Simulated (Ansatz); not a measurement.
Consider the following.

Ga:
```xyz
4
Lattice="2.2369 -3.7986 0.0000 2.2369 3.7986 0.0000 0.0000 0.0000 4.5262" Properties=species:S:1:pos:R:3 pbc="T T T"
Ga     2.2369    -1.1851     1.8800
Ga     2.2369     1.1851     2.6463
Ga     2.2369    -2.6134     4.1431
Ga     2.2369     2.6134     0.3831
```

This is the r²SCAN-relaxed structure.

Q: All from the program Ansatz at the r²SCAN level (PAW), unless another level is named. Estimate the density of states at the Fermi level.

A: 0.14 states/eV per atom (mean over ±0.08 eV).

Q: Predict the gap with spin–orbit coupling.

A: none (metallic).

Space group Cmce (α-Ga). Symmetry was held in the r²SCAN relaxation; of distortions, only those at the zone centre were tested. Scalar-relativistic: spin–orbit coupling is off unless named, which matters more the heavier the elements.

Potentials: the earlier of the program's two PAW sets.
